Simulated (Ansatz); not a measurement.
ZrMo:
```
ZrMo
1.0
    3.29945     0.00000     0.00000
    0.00000     3.29945     0.00000
    0.00000     0.00000     3.29945
Mo Zr
1 1
Direct
  0.00000   0.00000   0.00000
  0.50000   0.50000   0.50000
```

Relaxed with PBEsol. Special points in fractions of this cell's reciprocal vectors: Γ (0.000, 0.000, 0.000); X (0.000, 0.500, 0.000); M (0.500, 0.500, 0.000); R (0.500, 0.500, 0.500).

Task: List the band energies nearest the Fermi level at these points for PBEsol with spin–orbit coupling (plane waves, PAW; program Ansatz).

Result: In eV from the Fermi level; about four levels below and three above (degenerate sets whole), none deeper than 8.9 eV; points with the same levels are listed once.

```json
[
 {"k": "Γ", "below": "-3.71 -3.71 -3.71 -3.71", "above": "0.21 0.21 0.21 0.21"},
 {"k": "X", "below": "-1.65 -1.65 -0.31 -0.31", "above": "0.22 0.22 0.35 0.35"},
 {"k": "M", "below": "-1.67 -1.67 -1.63 -1.63", "above": "2.49 2.49 2.49 2.49"},
 {"k": "R", "below": "-0.73 -0.73 -0.73 -0.73", "above": "2.79 2.79 2.79 2.79"}
]
```

Space group Pm-3m (CsCl type). The start of the workflow was typed in or built on a structure type; neither database checked (COD, Materials Project) lists it. Whether it is the stable phase at ambient conditions was not checked. The cell was relaxed with PBEsol under the symmetry of its start; its stability against distortions is not shown here. The run is not spin-polarised.

Potentials: the earlier of the program's two PAW sets. The files were generated under PBE; for other functionals the program regenerates the frozen cores, and for LDA and PBEsol the local potential too.
